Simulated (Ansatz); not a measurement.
BaInHO2:
Space group P4/mmm (No. 123); a = b = 4.2840 Å, c = 3.8807 Å, α = β = γ = 90.00°

| atom | site | symmetry | x | y | z |
|---|---|---|---|---|---|
| Ba | 1d | 4/mmm | 0.5000 | 0.5000 | 0.5000 |
| In | 1a | 4/mmm | 0.0000 | 0.0000 | 0.0000 |
| O | 2f | mmm. | 0.0000 | 0.5000 | 0.0000 |
| H | 1b | 4/mmm | 0.0000 | 0.0000 | 0.5000 |

Relaxed at zero pressure with plane-wave PAW PBEsol (Ansatz code).

### Question
The volume is raised by 3 % and shape and atoms relax at that volume. What pressure results, and how do the axes share the change?

### Answer
-2.9 GPa; a 0.8 %, b 0.8 %, c 1.4 %; the energy rises by 4 meV/atom.

### Question
Give the new structure.

### Answer

Space group P4/mmm (No. 123); a = b = 4.317 Å, c = 3.935 Å, α = β = γ = 90.00°

```
atom  site  symmetry       x       y       z
----  ----  --------  ------  ------  ------
Ba      1d     4/mmm  0.5000  0.5000  0.5000
In      1a     4/mmm  0.0000  0.0000  0.0000
O       2f      mmm.  0.0000  0.5000  0.0000
H       1b     4/mmm  0.0000  0.0000  0.5000
```

The phase is kept; no other phase was compared at this pressure.

The start of the workflow was typed in or built on a structure type; neither database checked (COD, Materials Project) lists it. Its standing as an ambient phase is unchecked. The cell was relaxed with PBEsol under the symmetry of its start. At this level the phase is dynamically unstable (imaginary phonons). Spin–orbit coupling is left out wherever it is not named.

Potentials: the earlier of the program's two PAW sets. The files were generated under PBE; for other functionals the program regenerates the frozen cores, and for LDA and PBEsol the local potential too.
